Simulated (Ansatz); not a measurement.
Relaxed candidate structures of AlIr:

A. Cmcm (No. 63), oS8; a = 2.805 Å, b = 9.576 Å, c = 4.138 Å, α = 90.00°, β = 90.00°, γ = 90.00°; Al 4c (0.000, 0.085, 0.750); Ir 4c (0.000, 0.653, 0.250)

B. P6₃/mmc (No. 194), hP8; a = b = 4.1210 Å, c = 8.2015 Å, α = β = 90.00°, γ = 120.00°; Al 2d (0.667, 0.333, 0.250); Al 2a (0.000, 0.000, 0.000); Ir 4f (0.333, 0.667, 0.096)

C. Pm-3m (No. 221), cP2, CsCl type; a = 2.989 Å, b = 2.989 Å, c = 2.989 Å, α = 90.00°, β = 90.00°, γ = 90.00°; Ir 1b (0.500, 0.500, 0.500); Al 1a (0.000, 0.000, 0.000)

D. P6₃/mmc (No. 194), hP4; a = 4.0606 Å, b = 4.0606 Å, c = 4.6736 Å, α = 90.00°, β = 90.00°, γ = 120.00°; Al 2b (0.000, 0.000, 0.250); Ir 2c (0.333, 0.667, 0.250)

Problem. Rank these by energy per atom (lowest first), as PBEsol (plane waves to 420 eV, PAW, scalar-relativistic; Ansatz, an electronic-structure program) gives it.

Solution. C (reference, the lowest of the structures calculated here), A (+0.32 eV/atom), B (+0.44 eV/atom), D (+1.41 eV/atom)

Probably no minimum, since a slightly shaken restart fell lower: Cmcm, oS8 (by 0.32 eV/atom, to Pm-3m). 1 run with a doubtful electronic state, a coarser numerical grid, an end not at rest or a source that can't be used is left out. Each run could gain symmetry but not lose that of its start, so entries can be saddle points. All of these are generated cells (placed on structure types, drawn at random, substituted or restacked) that were not matched to a known phase here. The real structure of this composition may not be among these, and whether this composition forms is not checked here. Static energies at zero pressure. No spin polarisation in the result.
